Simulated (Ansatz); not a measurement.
# Phonons of CuAu-type YbPb

Computed with Ansatz (plane waves, PAW, 420 eV cutoff): PBEsol, scalar-relativistic, no spin polarisation, Gaussian smearing of 0.15 eV. The datasets are Ansatz's generated set soft_2.

```xyz
2
Lattice="3.5859 0.0000 0.0000 0.0000 3.5859 0.0000 0.0000 0.0000 4.2830" Properties=species:S:1:pos:R:3 pbc="T T T"
Yb    0.0000    0.0000    0.0000
Pb    1.7930    1.7930    2.1415
```

The start was a prototype's sites filled with these elements; the Crystallography Open Database holds the compound in this structure.

Force constants come from finite displacements in a 2×2×2 supercell (the unit cell's 10×10×8 k-mesh, folded to it); the long-range dipole term is not included. Points in reciprocal vectors of this cell: Γ = (0.000, 0.000, 0.000), X = (0.000, 0.500, 0.000), M = (0.500, 0.500, 0.000), Z = (0.000, 0.000, 0.500), R = (0.000, 0.500, 0.500), A = (0.500, 0.500, 0.500).

Frequencies at the named points (cm⁻¹, imaginary ones negative):
```
point             ω (cm⁻¹)
    Γ      0 0 0 82 82 100
    X    53 55 61 70 73 84
    M  53 53 64 76 106 106
    Z    53 53 55 55 82 82
    R  23 44 56 58 105 109
    A    71 78 78 78 78 85
```

Question: Is the structure dynamically stable along this path, and where does the spectrum end?

Answer: Yes: no branch is imaginary beyond numerical noise. The highest frequency is 109 cm⁻¹, at R. Points that don't fit the supercell are interpolated.

Question: What does the harmonic approximation give for the vibrational free energy, entropy and heat capacity?

Answer: Zero-point energy 12.5 meV/atom.
```json
{"T (K)": "100", "F_vib (meV/atom)": "-1.5", "S (J/K per mole of atoms)": "28.5", "C_V (J/K per mole of atoms)": "22.9"}
{"T (K)": "200", "F_vib (meV/atom)": "-40.5", "S (J/K per mole of atoms)": "45.0", "C_V (J/K per mole of atoms)": "24.4"}
{"T (K)": "300", "F_vib (meV/atom)": "-92.6", "S (J/K per mole of atoms)": "55.0", "C_V (J/K per mole of atoms)": "24.7"}
{"T (K)": "400", "F_vib (meV/atom)": "-153.4", "S (J/K per mole of atoms)": "62.1", "C_V (J/K per mole of atoms)": "24.8"}
{"T (K)": "500", "F_vib (meV/atom)": "-220.7", "S (J/K per mole of atoms)": "67.6", "C_V (J/K per mole of atoms)": "24.9"}
{"T (K)": "600", "F_vib (meV/atom)": "-293.3", "S (J/K per mole of atoms)": "72.2", "C_V (J/K per mole of atoms)": "24.9"}
{"T (K)": "700", "F_vib (meV/atom)": "-370.1", "S (J/K per mole of atoms)": "76.0", "C_V (J/K per mole of atoms)": "24.9"}
{"T (K)": "800", "F_vib (meV/atom)": "-450.6", "S (J/K per mole of atoms)": "79.3", "C_V (J/K per mole of atoms)": "24.9"}
{"T (K)": "900", "F_vib (meV/atom)": "-534.4", "S (J/K per mole of atoms)": "82.3", "C_V (J/K per mole of atoms)": "24.9"}
{"T (K)": "1000", "F_vib (meV/atom)": "-621.0", "S (J/K per mole of atoms)": "84.9", "C_V (J/K per mole of atoms)": "24.9"}
```

The highest mode, 109 cm⁻¹, is worth 160 K. At 300 K the heat capacity has reached 99 % of the classical limit 3R = 24.9 J/K per mole of atoms, since all modes lie under k_BT.

The crystal is a metal or nearly so; low and unstable modes depend on mesh and smearing.

It ran for 2.7 min on 4 threads of Intel(R) Xeon(R) Platinum 8259CL CPU @ 2.50GHz (Skylake/Cascade Lake), on a shared host, peak memory 3.4 GiB.

Without a U the 4f levels of Yb lie too near the Fermi level, so their share of the states there, and what hangs on it, is overstated. Scalar-relativistic only: spin–orbit splittings of the heavy atoms' levels are missing. Spin polarisation wasn't allowed in this run, so with an open shell this may not be the ground state.
